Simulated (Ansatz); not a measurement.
In₂Bi:
```yaml
crystal:
  lattice:
    - [5.46038, 0.00000, 0.00000]
    - [-2.73019, 4.72883, 0.00000]
    - [0.00000, 0.00000, 6.46997]
  atoms:
    - { symbol: In, position: [0.00000, 0.00000, 0.00000] }
    - { symbol: In, position: [0.00000, 0.00000, 0.50000] }
    - { symbol: In, position: [0.66667, 0.33333, 0.25000] }
    - { symbol: In, position: [0.33333, 0.66667, 0.75000] }
    - { symbol: Bi, position: [0.66667, 0.33333, 0.75000] }
    - { symbol: Bi, position: [0.33333, 0.66667, 0.25000] }
```

Relaxed with PBEsol. Special points in fractions of this cell's reciprocal vectors: Γ (0.000, 0.000, 0.000); M (0.500, 0.000, 0.000); K (0.333, 0.333, 0.000); A (0.000, 0.000, 0.500); L (0.500, 0.000, 0.500); H (0.333, 0.333, 0.500).

**Question.** List the band energies nearest the Fermi level at these points for PBEsol with spin–orbit coupling (plane waves, PAW; program Ansatz).

**Answer.** In eV from the Fermi level; about four levels below and three above (degenerate sets whole), none deeper than 8.9 eV; … stands for higher levels left out; points with the same levels are listed once.

| k | below | above |
|---|---|---|
| Γ | -1.49 -1.49 -0.90 -0.90 | 0.04 0.04 0.10 0.10 |
| M | -1.76 -1.76 -0.86 -0.86 | 1.47 1.47 1.50 1.50 |
| K | -0.42 -0.42 -0.15 -0.15 | 1.92 1.92 1.96 1.96 |
| A | -0.17 -0.17 -0.17 -0.17 | … |
| L | -0.29 -0.29 -0.29 -0.29 | 0.83 0.83 0.83 0.83 |
| H | -0.09 -0.09 -0.03 -0.03 | 0.01 0.01 0.42 0.42 |

Space group P6_3/mmc. The first step of the workflow began from a Materials Project structure, measured or hypothetical; the Crystallography Open Database files this formula in space group No. 194, but the cells were not matched. Whether it is the stable phase at ambient conditions was not checked. The cell was relaxed with PBEsol under the symmetry of its start; of distortions, only those at the zone centre were tested.

Potentials: the later of the program's two PAW sets.
